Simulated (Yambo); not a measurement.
Yambo run on MgI$_{2}$ (CdI2 type, space group P-3m1, No. 164). The wavefunctions are PBEsol (pw.x of Quantum ESPRESSO, ONCV potentials, with spin-orbit coupling) ones on a 3×3×2 mesh (24 occupied bands); a = 4.1255 Å, b = 4.1255 Å, c = 6.8268 Å, α = 90.00°, β = 90.00°, γ = 120.00°.

Yambo input:

```
rim_cut
gw0
dyson
el_el_corr
HF_and_locXC
ppa
em1d
RandQpts= 1000000
RandGvec= 1 Ry
EXXRLvcs= 84 Ry
VXCRLvcs= 336 Ry
Chimod= "HARTREE"
% BndsRnXp
 9 | 298 |
%
NGsBlkXp= 3 Ry
% LongDrXp
 1.0 | 1.0 | 1.0 |
%
PPAPntXp= 27.2114 eV
% GbndRnge
 1 | 298 |
%
GTermKind= "BG"
DysSolver= "n"
ExtendOut
% QPkrange
 1 | 1 | 24 | 25 |
%
```

k points by index: 1 = Γ.

The o-*.qp file then holds:

```
#    K-point    Band    Eo [eV]    E [eV]    E-Eo [eV]    Vxc [eV]    Vnlxc [eV]    Sc|Eo [eV]    Sc|E [eV]    dSc/dw|Eo [eV]    Re(Z)    Im(Z)
#
    1    24    0.000000    -0.737762    -0.737762    -11.53893    -14.11357    1.666942    1.836887    -6.267301    0.812795    -0.001406
    1    25    3.273615    3.923327    0.649711    -8.961173    -4.712461    -3.462548    -3.599001    -5.713731    0.826460    -0.001391
```
(The two width columns are left out.) Convergence of these settings isn't established.

Geometry relaxed with PBE+D3(BJ).
